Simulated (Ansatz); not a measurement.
The relaxed structure here is a generated cell of PtSe2: the first start was made by a random draw of sites in a space group, and the end was not matched to a known phase here, so it may be hypothetical. Known forms of PtSe2 include space group No. 164.

One starting cell of PtSe2 (a randomly generated symmetric cell of PtSe2 (space group No. 160)) was relaxed twice with Ansatz (plane waves, PAW, scalar-relativistic): with r2SCAN at 500 eV and with PBE at 420 eV. The r2SCAN result:

```cif
data_Pt6Se12
_chemical_formula_sum 'Pt6 Se12'
_space_group_name_H-M_alt 'R3m :H'
_space_group_IT_number 160
_space_group_name_Hall 'R 3 -2"'
_cell_length_a 7.32388
_cell_length_b 7.32388
_cell_length_c 8.51729
_cell_angle_alpha 90.000
_cell_angle_beta 90.000
_cell_angle_gamma 120.000
loop_
_atom_site_label
_atom_site_type_symbol
_atom_site_symmetry_multiplicity
_atom_site_Wyckoff_symbol
_atom_site_fract_x
_atom_site_fract_y
_atom_site_fract_z
_atom_site_occupancy
Pt1 Pt 3 a 0.00000 0.00000 0.21943 1
Pt2 Pt 3 a 0.00000 0.00000 0.54104 1
Se1 Se 9 b 0.50303 0.00606 0.04041 1
Se2 Se 3 a 0.00000 0.00000 0.94021 1
```
(The calculation used a cell of 6 atoms; values per cell refer to that cell.)

```tsv
quantity	r2SCAN	PBE
space group	R3m	R3m
volume (Å³/atom)	21.98	?
a (Å)	7.324	?
c (Å)	8.517	?
gap (eV, no spin-orbit coupling)	0.00	?
```

Task: What does PBE give for the same quantities?

Result: 
- volume (Å³/atom), PBE: 22.53
- a (Å), PBE: 7.405
- c (Å), PBE: 8.540
- gap (eV, no spin-orbit coupling), PBE: 0.00

Both levels end in the same structure; PBE's volume is 2.5 % larger. Neither column is exact.

No spin polarisation in the result.

The run could not lose the symmetry of its start, so the end can be a saddle point.

Ansatz is a first-principles code.
